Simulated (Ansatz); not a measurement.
Space group Pm-3m (No. 221). a = 5.546 Å, b = 5.546 Å, c = 5.546 Å, α = 90.00°, β = 90.00°, γ = 90.00°
```
atom  site  symmetry       x       y       z
  Tl    1b      m-3m  0.5000  0.5000  0.5000
  Cu    1a      m-3m  0.0000  0.0000  0.0000
   I    3d    4/mm.m  0.5000  0.0000  0.0000
```

Equation of state of this TlCuI$_{3}$ structure (not necessarily the ground state), with shape and atoms relaxed at each volume where symmetry leaves them free. It has no gap at any of these volumes. All numbers below come from DFT PBE, scalar-relativistic, plane waves, PAW in Ansatz 0.2.0.

Settings: cutoff 420 eV, Γ-centred mesh 8×8×8 on the computed 5-atom cell, Gaussian smearing of 0.10 eV; no spin polarisation.

```csv
V (Å³/atom),E − E(largest V) (meV/atom),P (GPa)
30.029,28.38,4.48
31.053,4.54,3.05
32.076,-10.93,1.85
33.100,-19.40,0.85
34.124,-22.05,0.02
35.148,-19.83,-0.68
36.171,-13.54,-1.26
37.536,0.00,-1.88
```

Task: Fit a third-order Birch–Murnaghan equation, E = E0 + (9V0B0/16)·[(x − 1)³B0' + (x − 1)²(6 − 4x)] with x = (V0/V)^(2/3), to E(V).

Result: V0 = 34.14 Å³/atom, B0 = 25 GPa, B0' = 5.0.

Spin-orbit coupling is left out, which matters for the bands of heavy elements. Spin polarisation was left out, and a magnetic state may lie lower.

The cell was found from a structure generator's guess, not taken from experiment.
